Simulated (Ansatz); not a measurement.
Co3Si:
```
Co3Si
1.0
    4.89157     0.00000     0.00000
   -2.44579     4.23622     0.00000
    0.00000     0.00000     3.90901
Co Si
6 2
Cartesian
  0.00000   1.41037   2.93176
  2.44579   2.82586   0.97725
  3.67016   0.70518   0.97725
 -1.22437   3.53104   2.93176
  1.22437   3.53104   2.93176
  1.22141   0.70518   0.97725
  2.44579   1.41207   2.93176
  0.00000   2.82415   0.97725
```

Relaxed with r²SCAN.

Problem. Give the Bader charges and basin volumes of the independent atoms, the program Ansatz at the r²SCAN level (PAW).

Solution. 

```
atom  Bader charge (e)  Bader volume (Å³)
----  ----------------  -----------------
Co1              -0.14               10.1
Si7              +0.42               10.2
```

Space group P6_3/mmc. The first step of the workflow began from a Materials Project structure, measured or hypothetical; the Crystallography Open Database copy checked does not list it. Whether it is the stable phase at ambient conditions was not checked. The cell was relaxed with r²SCAN under the symmetry of its start; its stability against distortions is not shown here. The run is not spin-polarised.

Potentials: the later of the program's two PAW sets.
